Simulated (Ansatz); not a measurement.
AlV$_{2}$C:
Space group P6₃/mmc (No. 194); a = b = 2.879 Å, c = 13.021 Å, α = β = 90.00°, γ = 120.00°

```json
[
 {"atom": "Al", "site": "2c", "symmetry": "-6m2", "x": "0.3333", "y": "0.6667", "z": "0.2500"},
 {"atom": "V", "site": "4f", "symmetry": "3m.", "x": "0.6667", "y": "0.3333", "z": "0.0851"},
 {"atom": "C", "site": "2a", "symmetry": "-3m.", "x": "0.0000", "y": "0.0000", "z": "0.0000"}
]
```

Relaxed at zero pressure with PBEsol in the plane-wave PAW code Ansatz.

Question: The volume is lowered by 3 % and shape and atoms relax at that volume. What pressure results, and how do the axes share the change?

Answer: 6.1 GPa; a -1.0 %, b -1.0 %, c -1.0 %; the energy rises by 6 meV/atom.

Question: Give the new structure.

Answer: 
Space group P6₃/mmc (No. 194); a = b = 2.8490 Å, c = 12.8947 Å, α = β = 90.00°, γ = 120.00°

```csv
atom,site,symmetry,x,y,z
Al,2c,-6m2,0.3333,0.6667,0.2500
V,4f,3m.,0.6667,0.3333,0.0861
C,2a,-3m.,0.0000,0.0000,0.0000
```

The phase is kept; no other phase was compared at this pressure.

Space group P6_3/mmc. The cell was relaxed with PBEsol under the symmetry of its start; of distortions, only those at the zone centre were tested. The run is not spin-polarised.

Potentials: the later of the program's two PAW sets.
